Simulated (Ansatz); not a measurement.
A relaxation computed with Ansatz, from input to last step.

```yaml
crystal:
  lattice:
    - [4.0902296352, 2.361495181, 2.6834285606]
    - [-4.0902296352, 2.361495181, 2.6834285606]
    - [0.0, -4.7229903618, 2.6834285606]
  atoms:
    - { symbol: Li, position: [0.5, 0.5, 0.5] }
    - { symbol: Mg, position: [0.265, 0.265, 0.926] }
    - { symbol: Mg, position: [0.926, 0.265, 0.265] }
    - { symbol: Mg, position: [0.265, 0.926, 0.265] }
    - { symbol: Mg, position: [0.074, 0.735, 0.735] }
    - { symbol: Mg, position: [0.735, 0.735, 0.074] }
    - { symbol: Mg, position: [0.735, 0.074, 0.735] }
    - { symbol: Mo, position: [0.0, 0.0, 0.0] }
basis:
  ecutwfc: 420
kpoints:
  mp_grid: { grid: [3, 3, 3] }
hamiltonian:
  xc: pbe
scf:
  occupations: { method: gaussian, width: 0.1 }
  lower_state_search: "off"
output:
  forces: true
  stress: true
  eigenvalues: true
relax:
  adjacent_minimum: "off"
  f_tol: 0.04
  max_steps: 70
  cell: { stress_tol: 0.4 }
```

```bash
ansatz run input.yaml --threads 1 --pin off --max-ram 2560MiB --backend cpu --events-out ev --progress --plain --runs-dir out
```

Method: Ansatz 0.2.0, DFT PBE, scalar-relativistic, plane waves, PAW.

Of 14 frames 9 are shown, positions in Å and forces in eV/Å; the SCF threshold varies from step to step. Steps run on the plane waves of an earlier cell, with a Pulay correction in the pressure. The basis is chosen afresh for the last frame, the zero of the energies, and at times for earlier ones too; energy and pressure step there, also at an unchanged geometry. Here that happened at step 11 (-15 meV/atom, 0.8 GPa); the frames before carry an error of that size.

```xyz
8
Lattice="4.0902 2.3615 2.6834 -4.0902 2.3615 2.6834 0.0000 -4.7230 2.6834" Properties=species:S:1:pos:R:3:forces:R:3 pbc="T T T" step=1 free_energy_over_end_meV_per_atom=1484.70 pressure_GPa=36.63
Li    0.0000    0.0000    4.0251    0.0000    0.0000    0.0000
Mg    0.0000   -3.1219    3.9071    0.0000    6.9551    5.0448
Mg    2.7036    1.5609    3.9071   -6.0233   -3.4775    5.0448
Mg   -2.7036    1.5609    3.9071    6.0233   -3.4775    5.0448
Mg   -2.7036   -1.5609    4.1432    6.0233    3.4775   -5.0448
Mg    0.0000    3.1219    4.1432    0.0000   -6.9551   -5.0448
Mg    2.7036   -1.5609    4.1432   -6.0233    3.4775   -5.0448
Mo    0.0000    0.0000    0.0000    0.0000    0.0000    0.0000
8
Lattice="4.2118 2.4317 2.7526 -4.2118 2.4317 2.7526 0.0000 -4.8634 2.7526" Properties=species:S:1:pos:R:3:forces:R:3 pbc="T T T" step=2 free_energy_over_end_meV_per_atom=436.71 pressure_GPa=14.66
Li    0.0000    0.0000    4.1289    0.0000    0.0000    0.0000
Mg    0.0000   -3.0597    4.1349    0.0000    2.2258    1.7600
Mg    2.6497    1.5298    4.1349   -1.9276   -1.1129    1.7600
Mg   -2.6497    1.5298    4.1349    1.9276   -1.1129    1.7600
Mg   -2.6497   -1.5298    4.1230    1.9276    1.1129   -1.7600
Mg    0.0000    3.0597    4.1230    0.0000   -2.2258   -1.7600
Mg    2.6497   -1.5298    4.1230   -1.9276    1.1129   -1.7600
Mo    0.0000    0.0000    0.0000    0.0000    0.0000    0.0000
8
Lattice="4.4097 2.5460 3.0181 -4.4097 2.5460 3.0181 0.0000 -5.0919 3.0181" Properties=species:S:1:pos:R:3:forces:R:3 pbc="T T T" step=4 free_energy_over_end_meV_per_atom=84.87 pressure_GPa=1.63
Li    0.0000    0.0000    4.5272    0.0000    0.0000    0.0000
Mg    0.0000   -3.1638    4.7116    0.0000    0.2374    0.2501
Mg    2.7399    1.5819    4.7116   -0.2056   -0.1187    0.2501
Mg   -2.7399    1.5819    4.7116    0.2056   -0.1187    0.2501
Mg   -2.7399   -1.5819    4.3427    0.2056    0.1187   -0.2501
Mg    0.0000    3.1638    4.3427    0.0000   -0.2374   -0.2501
Mg    2.7399   -1.5819    4.3427   -0.2056    0.1187   -0.2501
Mo    0.0000    0.0000    0.0000    0.0000    0.0000    0.0000
8
Lattice="4.3089 2.4878 3.1523 -4.3089 2.4878 3.1523 0.0000 -4.9755 3.1523" Properties=species:S:1:pos:R:3:forces:R:3 pbc="T T T" step=5 free_energy_over_end_meV_per_atom=54.11 pressure_GPa=0.88
Li    0.0000    0.0000    4.7284    0.0000    0.0000    0.0000
Mg    0.0000   -3.1218    4.9947    0.0000    0.1558    0.1561
Mg    2.7035    1.5609    4.9947   -0.1349   -0.0779    0.1561
Mg   -2.7035    1.5609    4.9947    0.1349   -0.0779    0.1561
Mg   -2.7035   -1.5609    4.4622    0.1349    0.0779   -0.1561
Mg    0.0000    3.1218    4.4622    0.0000   -0.1558   -0.1561
Mg    2.7035   -1.5609    4.4622   -0.1349    0.0779   -0.1561
Mo    0.0000    0.0000    0.0000    0.0000    0.0000    0.0000
8
Lattice="4.0665 2.3478 3.4151 -4.0665 2.3478 3.4151 0.0000 -4.6956 3.4151" Properties=species:S:1:pos:R:3:forces:R:3 pbc="T T T" step=7 free_energy_over_end_meV_per_atom=19.75 pressure_GPa=-0.27
Li    0.0000    0.0000    5.1227    0.0000    0.0000    0.0000
Mg    0.0000   -2.9569    5.5189    0.0000    0.0010   -0.0278
Mg    2.5608    1.4785    5.5189   -0.0009   -0.0005   -0.0278
Mg   -2.5608    1.4785    5.5189    0.0009   -0.0005   -0.0278
Mg   -2.5608   -1.4785    4.7265    0.0009    0.0005    0.0278
Mg    0.0000    2.9569    4.7265    0.0000   -0.0010    0.0278
Mg    2.5608   -1.4785    4.7265   -0.0009    0.0005    0.0278
Mo    0.0000    0.0000    0.0000    0.0000    0.0000    0.0000
8
Lattice="4.0164 2.3189 3.4455 -4.0164 2.3189 3.4455 0.0000 -4.6378 3.4455" Properties=species:S:1:pos:R:3:forces:R:3 pbc="T T T" step=8 free_energy_over_end_meV_per_atom=19.36 pressure_GPa=-0.09
Li    0.0000    0.0000    5.1683    0.0000    0.0000    0.0000
Mg    0.0000   -2.9155    5.5736    0.0000   -0.0247   -0.0028
Mg    2.5249    1.4577    5.5736    0.0214    0.0124   -0.0028
Mg   -2.5249    1.4577    5.5736   -0.0214    0.0124   -0.0028
Mg   -2.5249   -1.4577    4.7630   -0.0214   -0.0124    0.0028
Mg    0.0000    2.9155    4.7630    0.0000    0.0247    0.0028
Mg    2.5249   -1.4577    4.7630    0.0214   -0.0124    0.0028
Mo    0.0000    0.0000    0.0000    0.0000    0.0000    0.0000
8
Lattice="4.0358 2.3301 3.4306 -4.0358 2.3301 3.4306 0.0000 -4.6602 3.4306" Properties=species:S:1:pos:R:3:forces:R:3 pbc="T T T" step=10 free_energy_over_end_meV_per_atom=19.23 pressure_GPa=-0.04
Li    0.0000    0.0000    5.1459    0.0000    0.0000    0.0000
Mg    0.0000   -2.9342    5.5413    0.0000    0.0234    0.0247
Mg    2.5411    1.4671    5.5413   -0.0203   -0.0117    0.0247
Mg   -2.5411    1.4671    5.5413    0.0203   -0.0117    0.0247
Mg   -2.5411   -1.4671    4.7506    0.0203    0.0117   -0.0247
Mg    0.0000    2.9342    4.7506    0.0000   -0.0234   -0.0247
Mg    2.5411   -1.4671    4.7506   -0.0203    0.0117   -0.0247
Mo    0.0000    0.0000    0.0000    0.0000    0.0000    0.0000
8
Lattice="4.0358 2.3301 3.4306 -4.0358 2.3301 3.4306 0.0000 -4.6602 3.4306" Properties=species:S:1:pos:R:3:forces:R:3 pbc="T T T" step=11 free_energy_over_end_meV_per_atom=4.60 pressure_GPa=0.77
Li    0.0000    0.0000    5.1459    0.0000    0.0000    0.0000
Mg    0.0000   -2.9342    5.5413    0.0000    0.0232    0.0244
Mg    2.5411    1.4671    5.5413   -0.0200   -0.0116    0.0244
Mg   -2.5411    1.4671    5.5413    0.0200   -0.0116    0.0244
Mg   -2.5411   -1.4671    4.7506    0.0200    0.0116   -0.0244
Mg    0.0000    2.9342    4.7506    0.0000   -0.0232   -0.0244
Mg    2.5411   -1.4671    4.7506   -0.0200    0.0116   -0.0244
Mo    0.0000    0.0000    0.0000    0.0000    0.0000    0.0000
8
Lattice="3.9921 2.3049 3.5430 -3.9921 2.3049 3.5430 0.0000 -4.6097 3.5430" Properties=species:S:1:pos:R:3:forces:R:3 pbc="T T T" step=14 free_energy_over_end_meV_per_atom=0.00 pressure_GPa=-0.07
Li    0.0000    0.0000    5.3145    0.0000    0.0000    0.0000
Mg    0.0000   -2.9046    5.7401    0.0000    0.0055    0.0075
Mg    2.5155    1.4523    5.7401   -0.0048   -0.0027    0.0075
Mg   -2.5155    1.4523    5.7401    0.0048   -0.0027    0.0075
Mg   -2.5155   -1.4523    4.8889    0.0048    0.0027   -0.0075
Mg    0.0000    2.9046    4.8889    0.0000   -0.0055   -0.0075
Mg    2.5155   -1.4523    4.8889   -0.0048    0.0027   -0.0075
Mo    0.0000    0.0000    0.0000    0.0000    0.0000    0.0000
```

The start puts this composition into another compound's structure type, which needn't suit it. At the end the space group is R-3m (tolerance 0.05 Å).

Time: 38 s on 1 thread of Arm Neoverse V2, on a shared host, peak memory 0.42 GiB.

The k mesh is coarse.